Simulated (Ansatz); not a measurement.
Nb$_{3}$Sn:
```
Nb3Sn
1.0
    0.00000     3.34378     3.34378
    3.34378     0.00000     3.34378
    3.34378     3.34378     0.00000
Sn Nb
1 3
Cartesian
  0.00000   0.00000   0.00000
  3.34378   3.34378   3.34378
  1.67189   1.67189   1.67189
  5.01567   5.01567   5.01567
```

Relaxed with r²SCAN. Special points in fractions of this cell's reciprocal vectors: Γ (0.000, 0.000, 0.000); X (0.500, 0.000, 0.500); U (0.625, 0.250, 0.625); K (0.375, 0.375, 0.750); L (0.500, 0.500, 0.500); W (0.500, 0.250, 0.750).

List the band energies nearest the Fermi level at these points for r²SCAN (plane waves, PAW; program Ansatz).

In eV from the Fermi level; about four levels below and three above (degenerate sets whole), none deeper than 8.9 eV; points with the same levels are listed once.

| k | below | above |
|---|---|---|
| Γ | -3.22 -3.22 -0.96 -0.96 -0.96 | 1.75 2.38 2.38 2.38 |
| X | -2.10 -2.10 -1.67 -1.47 -1.47 | 0.47 0.65 0.65 |
| U | -1.90 -1.42 -1.12 -0.74 | 0.12 0.21 0.99 |
| L | -1.77 -1.77 -0.82 -0.82 | 0.19 0.30 0.30 |
| W | -1.60 -1.60 -1.30 -0.33 -0.33 | 0.31 1.23 2.01 |

Space group Fm-3m. A made-up cell: these elements were put on the sites of a structure type; neither database checked (COD, Materials Project) lists it. It is not the phase usual at ambient conditions (space group No. 223). Symmetry was held in the r²SCAN relaxation. At this level the phase is mechanically unstable. No spin polarisation was allowed. Spin–orbit coupling is left out wherever it is not named.

Potentials: the earlier of the program's two PAW sets.
